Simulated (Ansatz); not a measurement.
With r²SCAN in the plane-wave PAW code Ansatz, AgW in the CsCl type structure (Pm-3m) relaxes to a = 3.194 Å. Its formation energy from the elements is 1.29 eV/atom, with no fitted shifts.

Electronic character: metallic (no gap). Gap from r²SCAN with spin–orbit coupling: none (metallic).

The bulk modulus is 217 GPa. The relaxed-ion elastic constants in GPa are C11 = 60.8, C12 = 296, C44 = 139. Bader charges are Ag -0.57, W +0.57 e.

The start of the workflow was typed in or built on a structure type; neither database checked (COD, Materials Project) lists it. Its standing as an ambient phase is unchecked. The cell was relaxed with r²SCAN under the symmetry of its start. At this level the phase is mechanically unstable. The run is not spin-polarised. Its formation energy is positive at this level, so the cell may be metastable or incomplete. As this level gives no gap, shear constants depend on the k-mesh and smearing (Fermi–Dirac, 0.1 eV here). The references are the lowest solids computed at this level, not always the standard phases. Scalar-relativistic: spin–orbit coupling is off unless named, which matters more the heavier the elements.

Potentials: the later of the program's two PAW sets.
